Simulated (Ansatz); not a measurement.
## LiF (rock salt), frozen-phonon scan

Relaxed LiF (rock salt):

```yaml
crystal:
  lattice:
    - [0.00000, 2.03393, 2.03393]
    - [2.03393, 0.00000, 2.03393]
    - [2.03393, 2.03393, 0.00000]
  atoms:
    - { symbol: F, position: [0.00000, 0.00000, 0.00000] }
    - { symbol: Li, position: [0.50000, 0.50000, 0.50000] }
```

The atoms are displaced by Q × the pattern below (from a DFPT mode at Γ, largest move 1; Q in Å), at fixed cell. It is one choice among 3 degenerate patterns.

```
atom      x      y       z
----  -----  -----  ------
F1    0.000  0.000  -0.365
Li2   0.000  0.000   1.000
```

Computed with PBE (plane waves to 420 eV, PAW, scalar-relativistic; Ansatz, an electronic-structure program). k mesh 14×14×14 (Γ-centred), Fermi-Dirac smearing 0.05 eV. The energy includes the smearing's −TS. Stress and pressure are positive under compression. LiF was relaxed with its symmetry unable to fall. ΔE is measured from the undisplaced structure.

```
Q (Å)   ΔE (eV/cell)  P (GPa)  −dE/dQ from forces (eV/Å)
------  ------------  -------  -------------------------
-0.100        0.0136     0.70                      0.299
-0.083        0.0092     0.49                      0.236
-0.067        0.0057     0.31                      0.180
-0.050        0.0032     0.18                      0.130
-0.033        0.0014     0.08                      0.084
-0.017        0.0003     0.03                      0.041
0.000         0.0000     0.01                      0.000
0.017         0.0003     0.03                     -0.041
0.033         0.0014     0.08                     -0.084
0.050         0.0032     0.18                     -0.130
0.067         0.0057     0.31                     -0.180
0.083         0.0092     0.49                     -0.236
0.100         0.0136     0.70                     -0.299
```

What the scan shows:

The energy at Q = 0.100 Å is 13.6 meV/cell. Space group of the distorted cell: I4mm (No. 107), lowered from Fm-3m. Symmetry of the curve: even: the same for both signs. Shape of the curve: a single well with its minimum at or next to zero displacement. Harmonic wavenumber from the curvature (finite differences): 266 cm⁻¹. Wavenumber by perturbation theory (DFPT, on another k mesh): 266 cm⁻¹.

(A displaced cell: forces are minus the slopes of the energy, force constants its curvatures, and phonons follow from these.)
